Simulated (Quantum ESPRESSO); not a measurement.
## Band energies of C

```xyz
4
Lattice="2.4673 0.0000 0.0000 -1.2336 2.1367 0.0000 0.0000 0.0000 7.8031" Properties=species:S:1:pos:R:3 pbc="T T T"
C      0.0000     0.0000     1.9508
C      0.0000     0.0000     5.8523
C      0.0000     1.4245     1.9508
C      1.2336     0.7122     5.8523
```

LDA (pw.x of Quantum ESPRESSO, ONCV potentials, scalar-relativistic); path ΓMKΓALHA,LM,KH; energies in eV from the Fermi level.

```
k (1/Å)  point  band 4  band 5  band 6  band 7  band 8  band 9  band 10  band 11
-------  -----  ------  ------  ------  ------  ------  ------  -------  -------
0.00         Γ   -7.17   -3.02   -3.02   -3.02   -3.02    2.99     7.14     8.34
0.74             -7.32   -6.31   -5.47   -5.04   -5.03    4.88     7.06     7.27
1.47         M  -13.13   -6.41   -6.40   -2.51   -2.22    1.48     1.86     7.45
2.21            -12.19  -10.35  -10.33   -0.70   -0.43    0.48     0.63    10.48
2.32         K  -12.36  -10.58  -10.58   -0.26    0.00    0.00     0.28    10.46
2.96             -9.07   -7.71   -7.70   -4.48   -3.75    4.41     4.62     6.91
3.70             -6.85   -4.02   -4.02   -3.61   -3.61    3.34     7.46     8.51
4.02         Γ   -7.17   -3.02   -3.02   -3.02   -3.02    2.99     7.14     8.34
4.42         A   -7.65   -3.02   -3.02   -3.02   -3.02    4.66     4.66     8.34
4.52             -7.62   -3.12   -3.12   -3.07   -3.07    4.69     4.69     8.36
5.20             -7.77   -5.69   -5.69   -5.20   -5.20    6.45     6.45     6.99
5.89         L  -13.15   -6.41   -6.41   -2.36   -2.36    1.62     1.62     7.51
6.63            -12.19  -10.34  -10.34   -0.54   -0.54    0.53     0.53    10.07
6.74         H  -12.39  -10.58  -10.58    0.00    0.00    0.00     0.00    10.01
7.30             -9.52   -8.13   -8.13   -3.69   -3.69    3.93     3.93     8.69
7.96             -6.93   -4.98   -4.98   -4.25   -4.25    5.40     5.40     8.80
8.44         A   -7.65   -3.02   -3.02   -3.02   -3.02    4.66     4.66     8.34
8.44         L  -13.15   -6.41   -6.41   -2.36   -2.36    1.62     1.62     7.51
8.57            -13.14   -6.41   -6.40   -2.43   -2.29    1.54     1.73     7.48
8.84         M  -13.13   -6.41   -6.40   -2.51   -2.22    1.48     1.86     7.45
8.84         K  -12.36  -10.58  -10.58   -0.26    0.00    0.00     0.28    10.46
9.24         H  -12.39  -10.58  -10.58    0.00    0.00    0.00     0.00    10.01
```

At this level the gap is closed or nearly so: along the path the highest valence and lowest conduction bands touch, or overlap by less than 0.6 eV, a zero-gap or semimetallic result; the valence top lies at 75 % of the way from K to H, the conduction bottom at K.

Geometry of the Materials Project entry, not relaxed at this level.

The distance between layers or molecules is the database entry's, not relaxed here. Functionals without dispersion can leave it too large, which widens gaps and weakens the response across layers: the numbers belong to this cell.
